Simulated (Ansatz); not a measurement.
This LiTaH₆ structure is the end of a relaxation. The cell was found from a structure generator's guess, not taken from experiment.

These are results of DFT PBE, scalar-relativistic, plane waves, PAW (Ansatz 0.2.0), not measurements. Cutoff 420 eV, Γ-centred mesh, Gaussian smearing, no spin polarisation.

```
Li Ta H
1.0
     1.68500   -3.23672    0.00000
     1.68500    3.23672    0.00000
     0.00000    0.00000    5.64007
Li Ta H
1 1 6
Direct
  0.00000 0.00000 0.00000
  0.50000 0.50000 0.50000
  0.55965 0.76440 0.22237
  0.44035 0.23560 0.22237
  0.76440 0.55965 0.77763
  0.23560 0.44035 0.77763
  0.17391 0.82609 0.50000
  0.82609 0.17391 0.50000
```

Energies over the elements count from the elements' standard structures at the same level (H₂ as a molecule), with no fitted energy shifts.

**Question.** What space group does it have?

**Answer.** C222 (No. 21). Conventional cell: a = 3.370 Å, b = 6.473 Å, c = 5.640 Å. Li has 4 H at 1.82 Å; around Ta lie 4 H at 1.79 Å and 6 H at 2.03–2.11 Å; H on a site of symmetry 1 has 1 H at 1.72 Å, 1 Ta at 1.79 Å, 1 Li at 1.82 Å, 2 H at 1.99–2.00 Å and 1 H at 2.20 Å; around H on a site of symmetry 2 lie 4 H at 1.95–1.99 Å, 3 Ta at 2.03–2.11 Å and 3 H at 2.20–2.25 Å.

**Question.** What is its formation energy per atom?

**Answer.** +0.06 eV/atom. It can't be a ground state, since the elements alone are lower.

**Question.** Is it a metal?

**Answer.** There is no gap on the 12×12×8 mesh, but valence and conduction bands overlap by only 0.08 eV, so at this level it is a semimetal.

The last run used a 12×12×8 mesh (in the run's order of axes) for its 8-atom cell and Gaussian smearing of 0.10 eV. These runs have no spin–orbit coupling, which can matter for Ta. The zero gap may come from the functional, which often closes small gaps, or the cell may be a true semimetal. With hydrogen, zero-point motion can shift formation energies by some tens of meV/atom. Symmetry constrained the relaxation, so the result can be a saddle point. Another cell of LiTaH6 relaxed alike, in C2, lies 104 meV/atom lower, so this cell isn't the stable form at this level.
